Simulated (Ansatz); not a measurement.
MoPd:
```cif
data_Mo2Pd2
_chemical_formula_sum 'Mo2 Pd2'
_space_group_name_H-M_alt 'P 1'
_space_group_IT_number 1
_cell_length_a 5.39203
_cell_length_b 5.39203
_cell_length_c 4.30400
_cell_angle_alpha 90.000
_cell_angle_beta 90.000
_cell_angle_gamma 151.767
loop_
_space_group_symop_operation_xyz
  'x, y, z'
loop_
_atom_site_label
_atom_site_type_symbol
_atom_site_fract_x
_atom_site_fract_y
_atom_site_fract_z
_atom_site_occupancy
Mo1 Mo 0.67307 0.32693 0.25000 1
Pd1 Pd 0.93057 0.06943 0.25000 1
Mo2 Mo 0.32693 0.67307 0.75000 1
Pd2 Pd 0.06943 0.93057 0.75000 1
```

Relaxed with PBEsol.

Question: Which orbitals make up the states near the Fermi level in DFT-PBEsol in the program Ansatz with PAW potentials?

Answer: Within 0.5 eV of the Fermi level: Mo 4d 62 %, Pd 4d 26 %, outside the projected shells 7 %. Projections are on Löwdin-orthogonalised atomic valence shells; empty p or d shells of many metals are not among them.

Question: Tabulate the density of states.

Answer: States/eV per cell of 4 atoms, in 0.25 eV bins, energy from the Fermi level.

| E (eV) | total | Pd 4d | Mo 4d | Mo 5s |
|---|---|---|---|---|
| -7.80 | 0.00 | 0.00 | 0.00 | 0.00 |
| -7.55 | 0.05 | 0.00 | 0.00 | 0.04 |
| -7.30 | 0.15 | 0.00 | 0.00 | 0.12 |
| -7.05 | 0.22 | 0.00 | 0.00 | 0.18 |
| -6.80 | 0.29 | 0.01 | 0.01 | 0.23 |
| -6.55 | 0.37 | 0.02 | 0.01 | 0.28 |
| -6.30 | 0.49 | 0.04 | 0.03 | 0.35 |
| -6.05 | 0.62 | 0.09 | 0.06 | 0.38 |
| -5.80 | 3.13 | 1.86 | 0.60 | 0.52 |
| -5.55 | 6.57 | 4.05 | 1.55 | 0.71 |
| -5.30 | 6.57 | 4.34 | 1.51 | 0.49 |
| -5.05 | 7.18 | 5.19 | 1.43 | 0.37 |
| -4.80 | 7.49 | 5.55 | 1.34 | 0.44 |
| -4.55 | 5.47 | 4.04 | 1.10 | 0.24 |
| -4.30 | 5.99 | 4.10 | 1.49 | 0.26 |
| -4.05 | 5.64 | 3.80 | 1.41 | 0.27 |
| -3.80 | 4.72 | 3.36 | 1.05 | 0.17 |
| -3.55 | 6.51 | 4.67 | 1.48 | 0.18 |
| -3.30 | 3.87 | 2.47 | 1.16 | 0.13 |
| -3.05 | 5.65 | 3.81 | 1.55 | 0.17 |
| -2.80 | 5.40 | 3.87 | 1.29 | 0.13 |
| -2.55 | 5.36 | 3.61 | 1.51 | 0.12 |
| -2.30 | 5.97 | 3.33 | 2.16 | 0.22 |
| -2.05 | 4.87 | 2.57 | 1.89 | 0.21 |
| -1.80 | 4.88 | 2.52 | 1.96 | 0.21 |
| -1.55 | 5.56 | 2.47 | 2.63 | 0.27 |
| -1.30 | 4.52 | 1.35 | 2.70 | 0.26 |
| -1.05 | 4.31 | 1.23 | 2.65 | 0.20 |
| -0.80 | 4.82 | 1.41 | 2.95 | 0.19 |
| -0.55 | 5.05 | 1.39 | 3.13 | 0.21 |
| -0.30 | 3.96 | 1.02 | 2.45 | 0.18 |
| -0.05 | 3.29 | 0.88 | 1.98 | 0.16 |
| 0.20 | 2.36 | 0.63 | 1.41 | 0.12 |
| 0.45 | 2.26 | 0.47 | 1.51 | 0.12 |
| 0.70 | 2.46 | 0.48 | 1.71 | 0.11 |
| 0.95 | 2.64 | 0.47 | 1.90 | 0.11 |
| 1.20 | 3.37 | 0.59 | 2.52 | 0.10 |
| 1.45 | 4.34 | 0.66 | 3.38 | 0.13 |
| 1.70 | 4.74 | 0.65 | 3.73 | 0.16 |
| 1.95 | 5.04 | 0.63 | 4.05 | 0.17 |
| 2.20 | 4.75 | 0.57 | 3.69 | 0.27 |
| 2.45 | 4.18 | 0.41 | 3.12 | 0.37 |
| 2.70 | 2.69 | 0.21 | 1.86 | 0.34 |

Space group Cmcm. The start of the workflow was typed in or built on a structure type; neither database checked (COD, Materials Project) lists it. Whether it is the stable phase at ambient conditions was not checked. The cell was relaxed with PBEsol under the symmetry of its start; its stability against distortions is not shown here. The run is not spin-polarised. Spin–orbit coupling is left out wherever it is not named.

Potentials: the earlier of the program's two PAW sets. The files were generated under PBE; for other functionals the program regenerates the frozen cores, and for LDA and PBEsol the local potential too.
